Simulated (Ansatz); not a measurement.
Data:

SbPd:
```
SbPd
1.0
    4.08757     0.00000     0.00000
   -2.04378     3.53994     0.00000
    0.00000     0.00000     5.57221
Sb Pd
2 2
Direct
  0.33333   0.66667   0.25000
  0.66667   0.33333   0.75000
  0.00000   0.00000   0.00000
  0.00000   0.00000   0.50000
```

This is the PBEsol-relaxed structure. x, y and z are the axes in which the lattice vectors are written.

Task: All from the program Ansatz at the PBEsol level (PAW), unless another level is named. Estimate the Hill bulk and shear moduli.

Result: 122 and 32.6 GPa.

Task: Predict the elastic constants (relaxed ions, GPa).

Result: C11 = 156, C12 = 116, C13 = 93.6, C33 = 183, C44 = 46.0.

Task: And the highest zone-centre frequency?

Result: 206 cm⁻¹.

Space group P6_3/mmc (NiAs type). The workflow started from a Materials Project entry (that database holds measured and hypothetical structures alike); the Crystallography Open Database files this formula in space group No. 194, but the cells were not matched. Whether it is the stable phase at ambient conditions was not checked. The cell was relaxed with PBEsol under the symmetry of its start; whether a distortion lowers the energy is not shown. The run is not spin-polarised. As this level gives no gap, shear constants depend on the k-mesh and smearing (Fermi–Dirac, 0.1 eV here). As this level gives no gap, phonon frequencies hold no LO–TO term and depend on the k-mesh and smearing (Fermi–Dirac, 0.1 eV here). Scalar-relativistic: spin–orbit coupling is off unless named, which matters more the heavier the elements.

Potentials: the later of the program's two PAW sets.
